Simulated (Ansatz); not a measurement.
Method: DFT, LDA (PW92), plane waves (420 eV) with PAW, scalar-relativistic (Ansatz 0.2.0). (PAW data from PBE, frozen cores regenerated.)

An element in the fcc structure gives this curve. The cell is scaled uniformly from the relaxed one, with fractional coordinates and shape fixed. Energies are extrapolated to zero smearing, pressures are those at the given smearing. Magnetic state: spin not included.

```json
{"V (Å³/atom)": "12.199", "E − E₀ (meV/atom)": "88.0", "P (GPa)": "17.74"}
{"V (Å³/atom)": "12.753", "E − E₀ (meV/atom)": "38.8", "P (GPa)": "11.00"}
{"V (Å³/atom)": "13.308", "E − E₀ (meV/atom)": "10.7", "P (GPa)": "5.39"}
{"V (Å³/atom)": "13.862", "E − E₀ (meV/atom)": "0.3", "P (GPa)": "0.70"}
{"V (Å³/atom)": "14.417", "E − E₀ (meV/atom)": "4.7", "P (GPa)": "-3.28"}
{"V (Å³/atom)": "14.971", "E − E₀ (meV/atom)": "22.0", "P (GPa)": "-6.63"}
{"V (Å³/atom)": "15.526", "E − E₀ (meV/atom)": "50.1", "P (GPa)": "-9.42"}
```

(1) Which element is it?
A. phosphorus
B. platinum
C. vanadium
D. aluminium

Answers

(1) A. Its fit is V₀ = 13.96 Å³/atom, B₀ = 106 GPa, B₀′ = 3.2.
